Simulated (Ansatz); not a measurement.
ZnS (zinc blende), conventional cell a = 5.4434 Å, b = 5.4434 Å, c = 5.4434 Å, α = 90.00°, β = 90.00°, γ = 90.00°. The calculation uses the primitive cell of 2 atoms, to which meshes and values per cell refer.

The volume is varied about the relaxed value V₀ at fixed cell shape. Symmetry pins the atoms to their sites.

The numbers are results of PBE (plane waves to 420 eV, PAW, scalar-relativistic; Ansatz, an electronic-structure program), not measurements. k mesh 10×10×10 (Γ-centred), Fermi-Dirac smearing 0.05 eV. Compression counts positive. ZnS was relaxed with its symmetry unable to fall. 

```tsv
V (Å³/cell)	P (GPa)
33.87	___
34.95	13.7
36.02	10.1
37.10	7.0
38.17	4.3
39.25	2.0
40.32	0.0
41.40	-1.7
42.47	-3.2
43.55	-4.5
44.62	-5.6
45.70	-6.6
46.78	-7.4
```

**Question.** Some entries are withheld; supply them.

**Answer.** 
- 33.87, P (GPa): 17.8

(Under strain, the slope of the energy per volume gives the stress and its curvature an elastic modulus.)
